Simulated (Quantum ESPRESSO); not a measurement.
Simulation results for AlGe6As (made-up cell)

Calculation on a made-up crystal cell, not a measurement, the moved input of one more run found from cubic fits through the family: the fits match the computed values on one interval only; periodic Kohn-Sham density functional theory in plane waves with PseudoDojo standard norm-conserving scalar-relativistic pseudopotentials, each functional with its own files (v0.5 for PBE, v0.4.1 for LDA and PBEsol), no spin polarisation, no spin-orbit coupling, atoms not relaxed, stress positive in tension, energies less a fixed whole-eV offset for each atom's element; levels are Kohn-Sham levels at fractions of this cell's reciprocal vectors, counted from the reference band (half the neutral cell's valence electrons, rounded up) at Gamma; error bars cover cutoff and k-mesh only, not smearing or the files; added strain carries the atoms with the cell, and shear is the tensor component; each bar is the largest change over components, and at least 0.002 eV, 0.002 eV per angstrom or 0.02 GPa; energies are for the whole cell, and the offsets were chosen from early runs and are not element reference energies. Program: Quantum ESPRESSO 7.5.

```cif
# cell vector a (Å): 5.6983 0.0000 0.0000
# cell vector b (Å): 0.0000 5.6983 0.0000
# cell vector c (Å): 0.0000 0.0000 5.6983
data_AlGe6As
_symmetry_space_group_name_H-M 'P 1'
_symmetry_Int_Tables_number 1
_cell_length_a 5.6983
_cell_length_b 5.6983
_cell_length_c 5.6983
_cell_angle_alpha 90.000
_cell_angle_beta 90.000
_cell_angle_gamma 90.000
_cell_volume 185.03
loop_
_atom_site_label
_atom_site_type_symbol
_atom_site_fract_x
_atom_site_fract_y
_atom_site_fract_z
_atom_site_occupancy
Ge1 Ge 0.99198 0.98919 0.00040 1
Ge2 Ge 0.99981 0.50585 0.49683 1
As1 As 0.50092 0.99947 0.48358 1
Ge3 Ge 0.48936 0.50083 0.00363 1
Ge4 Ge 0.25151 0.24876 0.23953 1
Ge5 Ge 0.25115 0.74140 0.73710 1
Al1 Al 0.75691 0.26050 0.75026 1
Ge6 Ge 0.75428 0.74145 0.25829 1
_calc_lattice_type 'zincblende/diamond'
_calc_functional 'pbe'
_calc_cutoff 1143  # eV
_calc_fermi_dirac_smearing 0.1  # eV
_calc_scf_tolerance 1e-07  # eV
_calc_electrons_removed 0
_calc_moved_input 'added strain, uniform'
_calc_moved_input_in_the_structure_shown -0.008
_calc_further_run_stress_yy -0.61  # GPa
_calc_further_run_stress_xx -0.51  # GPa
_calc_further_run_pressure 0.57  # GPa
_calc_further_run_stress_zz -0.6  # GPa
_calc_k_mesh '6 x 6 x 6, shifted by half a step'
_calc_structure_shown 'one run of the family, not the further run'
_calc_moved_input_of_the_further_run 0.0055
_calc_interval_low 0.0052
_calc_interval_high 0.00584
_calc_energy_against_integrated_force_or_stress 0.0002177  # eV
_calc_error_bar_energy 0.002355  # eV
_calc_error_bar_stress 0.02  # GPa
```

Atoms:
| atoms element | atom site | atom energy offset (eV) |
| --- | --- | --- |
| Ge | 1 | -2430 |
| Ge | 2 | -2430 |
| As | 3 | -2887 |
| Ge | 4 | -2430 |
| Ge | 5 | -2430 |
| Ge | 6 | -2430 |
| Al | 7 | -64 |
| Ge | 8 | -2430 |

Family:
| moved input | stress yy (GPa) | stress xx (GPa) | pressure (GPa) | stress zz (GPa) |
| --- | --- | --- | --- | --- |
| -0.0248 | -7.39 | -7.28 | 7.34 | -7.34 |
| -0.0167 | -5.28 | -5.17 | 5.23 | -5.25 |
| -0.0119 | -4.14 | -4.04 | 4.1 | -4.12 |
| -0.008 | -3.27 | -3.17 | 3.23 | -3.25 |
| 0.013 | 0.66 | 0.75 | -0.69 | 0.65 |
| 0.0152 | 1 | 1.09 | -1.03 | 1 |
